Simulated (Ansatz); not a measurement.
**Heated and quenched cell Zn8Al12O32Ga4**

These are results of DFT, PBEsol, PAW, plane waves in Ansatz 0.2.0, not measurements.

Command:

```sh
ansatz run in.yaml --threads 8 --pin off --max-ram 118750MiB --runs-dir r --events-out ev --progress --plain --backend cuda --devices 0,
```

The input less its lattice and atoms:

```yaml
accuracy: low
kpoints:
  mp_grid: { grid: [1, 1, 1] }
hamiltonian:
  xc: pbesol
scf:
  occupations: { method: fermi_dirac, width: 0.1 }
md:
  ensemble: nvt_langevin
  timestep: 2.5
  n_steps: 650
  temperature: 5500
  temperature_schedule: [{ n_steps: 300, end_temperature: 5500 }, { n_steps: 350, end_temperature: 300 }]
  friction: 0.02
  initial_velocities: maxwell_boltzmann
  seed: 1
```

Start:

```
Zn Al O Ga
1.0
     8.55292    0.00000    0.00000
     0.00000    8.55292    0.00000
     0.00000    0.00000    8.55292
Zn Al O Ga
8 12 32 4
Direct
  0.84299 0.32863 0.34640
  0.39760 0.90175 0.42150
  0.41055 0.32091 0.84620
  0.10424 0.13456 0.12077
  0.85271 0.86243 0.84643
  0.63511 0.64624 0.14494
  0.60812 0.17190 0.63416
  0.12517 0.67896 0.63444
  0.49800 0.03670 0.02486
  0.76996 0.26904 0.99944
  0.75524 0.99515 0.31239
  0.00505 0.54079 0.02590
  0.25028 0.74919 0.01091
  0.52599 0.49500 0.46172
  0.26446 0.27372 0.51102
  0.51062 0.26302 0.27198
  0.26652 0.01287 0.79731
  0.73421 0.52750 0.74907
  0.98993 0.74947 0.26345
  0.50774 0.72029 0.73621
  0.55384 0.02586 0.23951
  0.73200 0.22674 0.28636
  0.53945 0.23741 0.02191
  0.79025 0.98758 0.95852
  0.99285 0.52028 0.23422
  0.19391 0.74928 0.21937
  0.99701 0.74164 0.98958
  0.23842 0.47119 0.02901
  0.01557 0.02137 0.76117
  0.22298 0.22304 0.73778
  0.98982 0.21575 0.52884
  0.27459 0.01641 0.48178
  0.27980 0.23094 0.24267
  0.47299 0.52728 0.23468
  0.44495 0.27035 0.50708
  0.21806 0.45861 0.48554
  0.52088 0.54233 0.73202
  0.73011 0.71696 0.72709
  0.51346 0.73946 0.47646
  0.77193 0.48477 0.52337
  0.76491 0.75339 0.25813
  0.95828 0.96892 0.27534
  0.98326 0.73750 0.48145
  0.73984 0.00408 0.47462
  0.76286 0.25185 0.75192
  0.00424 0.49539 0.75645
  0.01260 0.27754 0.01902
  0.80710 0.48854 0.00723
  0.21875 0.76684 0.77626
  0.45594 0.96949 0.75737
  0.47154 0.79697 0.97427
  0.25901 0.95981 0.99319
  0.98018 0.02039 0.50378
  0.30159 0.58435 0.21882
  0.75164 0.72266 0.50722
  0.02321 0.23288 0.77050
```

Some of the steps:

```csv
step,"free energy without the kinetic part, less step 39 (eV)",temperature (K),largest force component (eV/Å)
39,0.000,5739,9.27
79,7.765,4867,12.27
119,16.210,5389,9.51
159,22.628,5206,12.49
199,20.332,4985,18.06
239,19.472,6074,11.91
279,27.616,5700,8.33
319,22.190,4979,6.57
359,24.099,5830,7.59
399,20.924,5621,7.28
439,14.795,4264,7.15
479,3.972,2955,6.35
519,-0.704,2872,8.31
559,-5.357,1854,4.66
599,-8.270,1308,5.32
639,-14.991,923,2.59
```

Structure at step 359 of the program's count:

```xyz
56
Lattice="8.5529 0.0000 0.0000 0.0000 8.5529 0.0000 0.0000 0.0000 8.5529" Properties=species:S:1:pos:R:3 pbc="T T T"
Zn    8.0218    3.8585    4.7239
Zn    2.9161    8.4025    3.0651
Zn    2.5873    4.6614    7.3560
Zn    0.9985    0.2756    1.1669
Zn    5.7303    0.7978    6.9887
Zn    4.9736    6.7200    2.4422
Zn    4.8922    0.7498    4.2913
Zn    0.6661    6.5166    5.5516
Al    5.8025    0.8291    1.2217
Al    5.7314    3.4778    0.9378
Al    7.4113    0.6478    3.6499
Al    7.8160    6.8459    8.1313
Al    2.3400    6.7121    0.3239
Al    3.8560    4.7651    3.7285
Al    2.0761    2.4988    4.5179
Al    2.4980    3.1270    1.8838
Al    2.8694    1.6722    7.8235
Al    5.3021    4.9039    6.9177
Al    0.0040    6.5368    2.9874
Al    3.2995    7.4194    5.9835
O     4.8331    0.5538    2.6100
O     6.9592    1.7251    2.0141
O     5.5254    1.8040    8.4446
O     6.7461    8.2314    8.4110
O     8.5367    3.3742    2.3398
O     2.5595    5.7854    1.8185
O     0.6588    6.8823    0.8361
O     1.9516    3.7464    0.3298
O     7.9872    8.0967    6.5405
O     2.4836    2.6717    6.5195
O     0.4951    2.0890    4.3710
O     2.4082    0.0385    5.5814
O     2.2756    1.5422    3.0717
O     3.5015    4.4307    0.3323
O     4.1369    3.2629    2.7969
O     2.0666    4.6729    4.1437
O     4.8095    4.6927    5.1421
O     6.5610    6.5104    6.5727
O     3.4502    6.9552    4.2335
O     5.2631    4.8558    2.7274
O     7.1602    7.4677    2.6139
O     0.7656    8.0994    3.4462
O     7.9749    5.6677    4.2620
O     6.6118    1.4212    4.8996
O     6.6255    3.7280    6.1119
O     0.1701    5.2583    6.6892
O     1.0622    1.4893    8.3624
O     7.1130    4.4912    0.4177
O     1.7731    6.8053    7.1860
O     4.2664    0.3176    6.4303
O     4.0462    6.1457    6.6377
O     3.0050    0.2031    0.4145
Ga    0.6992    0.2167    5.6665
Ga    0.1040    2.7589    0.5567
Ga    6.0521    6.2902    4.7050
Ga    8.4081    3.3274    6.9268
```

End:

```
Zn Al O Ga
1.0
     8.55292    0.00000    0.00000
     0.00000    8.55292    0.00000
     0.00000    0.00000    8.55292
Zn Al O Ga
8 12 32 4
Direct
  0.88359 0.21484 0.44900
  0.30041 0.91433 0.33529
  0.32168 0.48646 0.85063
  0.17576 0.20579 0.07524
  0.83239 0.96657 0.88824
  0.56563 0.80470 0.20314
  0.53335 0.00516 0.56961
  0.05428 0.72659 0.71010
  0.56752 0.14261 0.23281
  0.56502 0.55264 0.06017
  0.98657 0.91062 0.25014
  0.85108 0.65445 0.99861
  0.25578 0.81246 0.01480
  0.46908 0.62018 0.52070
  0.33218 0.27799 0.52468
  0.34124 0.45827 0.26294
  0.44475 0.11319 0.86722
  0.72865 0.49808 0.72051
  0.05654 0.54247 0.25109
  0.54976 0.78345 0.79257
  0.46350 0.28454 0.34272
  0.75895 0.19498 0.22498
  0.44110 0.11103 0.07917
  0.91990 0.86024 0.05455
  0.16078 0.36503 0.26011
  0.23814 0.67777 0.20515
  0.98318 0.50516 0.06371
  0.38948 0.43776 0.05243
  0.98991 0.92549 0.70789
  0.43756 0.22124 0.69161
  0.13782 0.25186 0.65472
  0.30519 0.05489 0.47864
  0.18910 0.97470 0.14919
  0.46743 0.74783 0.00255
  0.49236 0.59517 0.27501
  0.31520 0.48901 0.51752
  0.67234 0.61824 0.53220
  0.75069 0.72096 0.82363
  0.43621 0.80085 0.61967
  0.72841 0.66135 0.16352
  0.60248 0.95748 0.34659
  0.96753 0.73138 0.34925
  0.91535 0.43701 0.36712
  0.98932 0.03313 0.41022
  0.76816 0.27831 0.65954
  0.94321 0.52321 0.72890
  0.96240 0.20627 0.95649
  0.70487 0.44799 0.95109
  0.19477 0.68364 0.86299
  0.61177 0.99626 0.81178
  0.51967 0.55074 0.74421
  0.26784 0.99346 0.83339
  0.14714 0.02431 0.62605
  0.83389 0.32453 0.07318
  0.79380 0.60708 0.37060
  0.96327 0.30943 0.73564
```

The run ended as planned.

Time: 6 min of wall time on one NVIDIA GB300 with 8 processor threads, on a host shared with other runs; peak host memory 1.9 GiB.
